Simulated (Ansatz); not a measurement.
PdSb2 (space group Pa-3)

Space group Pa-3 (No. 205); a = 6.4645 Å, b = 6.4645 Å, c = 6.4645 Å, α = 90.00°, β = 90.00°, γ = 90.00°

```json
[
 {"atom": "Sb", "site": "8c", "symmetry": ".3.", "x": "0.3729", "y": "0.3729", "z": "0.3729"},
 {"atom": "Pd", "site": "4a", "symmetry": ".-3.", "x": "0.0000", "y": "0.0000", "z": "0.0000"}
]
```

This relaxed cell (volume V₀) is scaled evenly in all directions, its shape held. The atoms relax within the cell's symmetry.

All values below come from PBEsol (plane waves to 420 eV, PAW, scalar-relativistic; Ansatz, a quantum-chemistry and plane-wave program). k mesh 6×6×6 (Γ-centred), Fermi-Dirac smearing 0.05 eV. The energy includes the smearing's −TS. Stress and pressure are positive under compression. PdSb2 is run without spin polarisation. PdSb2 was relaxed with its symmetry unable to fall. Spin-orbit coupling is left out, though Sb is heavy. The zero of ΔE is the relaxed starting cell.

```
V/V₀   ΔE (eV/atom)  P (GPa)
-----  ------------  -------
0.940           ___      7.4
0.952         0.018      5.7
0.964         0.010      4.1
0.976         0.004      2.7
0.988         0.001      1.3
1.000         0.000      0.0
1.012         0.001     -1.2
1.024         0.004     -2.3
1.036         0.009     -3.3
1.048         0.015     -4.3
1.060         0.023     -5.1
```

Q: What belongs in the gaps?

A: 
- 0.940, ΔE (eV/atom): 0.029

(Under strain, the slope of the energy per volume gives the stress and its curvature an elastic modulus.)
